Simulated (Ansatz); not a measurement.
Relaxed-ion elastic tensor of MoRu in space group P-6m2 (No. 187; Mo on 1e, Ru on 1d) in GPa (Voigt order), plane-wave PAW PBEsol (Ansatz code); density 11.44 g/cm³, 14.30 Å³ per atom.

```
469  246  180  0.0  0.0  0.0
246  469  180  0.0  0.0  0.0
180  180  570  0.0  0.0  0.0
0.0  0.0  0.0  122  0.0  0.0
0.0  0.0  0.0  0.0  122  0.0
0.0  0.0  0.0  0.0  0.0  112
```

Problem. Is the crystal mechanically stable?

Solution. Yes: the smallest eigenvalue of C is 112 GPa.

Problem. Work out the Voigt, Reuss and Hill averages.

Solution. K_V = 302, K_R = 302, K_H = 302; G_V = 131, G_R = 126, G_H = 129 GPa.

Problem. Give Young's modulus, Poisson's ratio, Pugh's ratio and the universal anisotropy index.

Solution. E = 9KG/(3K + G) = 339 GPa; ν = 0.31; K/G = 2.34 (ductile by the Pugh limit of 1.75); A_U = 5G_V/G_R + K_V/K_R − 6 = 0.20.

Problem. Estimate the sound speeds and the Debye temperature.

Solution. v_l = √((K + 4G/3)/ρ) = 6440 m/s, v_t = √(G/ρ) = 3360 m/s, mean 3760 m/s; Θ = (h/k)(3n/4πV)^(1/3) v_m = 461 K.

Problem. Solve the Christoffel equation for the three sound speeds along x, y, z.

Solution. Eigenvalues of C_ijkl n_j n_l equal ρv². In km/s, slowest first: x 3.13, 3.27, 6.41; y 3.13, 3.27, 6.41; z 3.27, 3.27, 7.06.

Problem. How much does each axis shrink under pressure?

Solution. Linear compressibilities β_i = Σ_j S_ij (j = 1 to 3): x 1.1, y 1.1, z 1.0 per TPa.

The workflow started from a Materials Project entry (that database holds measured and hypothetical structures alike); the Crystallography Open Database copy checked does not list it. With Mo and Ru taken as one species the cell has the higher symmetry P6_3/mmc, so it may be an ordered model of a mixed-site phase. Whether it is the stable phase at ambient conditions was not checked. Symmetry was held in the PBEsol relaxation; of distortions, only those at the zone centre were tested. The run is not spin-polarised. As this level gives no gap, shear constants depend on the k-mesh and smearing (Fermi–Dirac, 0.1 eV here). On the denser mesh and wider smearing of the elastic run this cell carries a stress of 0.4 GPa.

Potentials: the later of the program's two PAW sets.
